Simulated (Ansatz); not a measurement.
GeB$_{2}$W$_{2}$:
Space group P-6m2 (No. 187); a = b = 3.138 Å, c = 6.753 Å, α = β = 90.00°, γ = 120.00°

| atom | site | symmetry | x | y | z |
|---|---|---|---|---|---|
| W | 2h | 3m. | 0.3333 | 0.6667 | 0.2818 |
| Ge | 1a | -6m2 | 0.0000 | 0.0000 | 0.0000 |
| B | 1b | -6m2 | 0.0000 | 0.0000 | 0.5000 |
| B | 1f | -6m2 | 0.6667 | 0.3333 | 0.5000 |

Relaxed at zero pressure with r²SCAN in the plane-wave PAW code Ansatz.

Q: The volume is raised by 3 % and shape and atoms relax at that volume. What pressure results, and how do the axes share the change?

A: -7.4 GPa; a 1.1 %, b 1.1 %, c 0.9 %; the energy rises by 8 meV/atom.

Q: Give the new structure.

A: 
Space group P-6m2 (No. 187); a = b = 3.172 Å, c = 6.811 Å, α = β = 90.00°, γ = 120.00°

```json
[
 {"atom": "W", "site": "2h", "symmetry": "3m.", "x": "0.3333", "y": "0.6667", "z": "0.2834"},
 {"atom": "Ge", "site": "1a", "symmetry": "-6m2", "x": "0.0000", "y": "0.0000", "z": "0.0000"},
 {"atom": "B", "site": "1b", "symmetry": "-6m2", "x": "0.0000", "y": "0.0000", "z": "0.5000"},
 {"atom": "B", "site": "1f", "symmetry": "-6m2", "x": "0.6667", "y": "0.3333", "z": "0.5000"}
]
```

The phase is kept; no other phase was compared at this pressure.

The start of the workflow was typed in or built on a structure type; neither database checked (COD, Materials Project) lists it. Its standing as an ambient phase is unchecked. The r²SCAN relaxation kept the symmetry of its start; whether a distortion lowers the energy is not shown. The run is not spin-polarised. Scalar-relativistic: spin–orbit coupling is off unless named, which matters more the heavier the elements.

Potentials: the earlier of the program's two PAW sets.
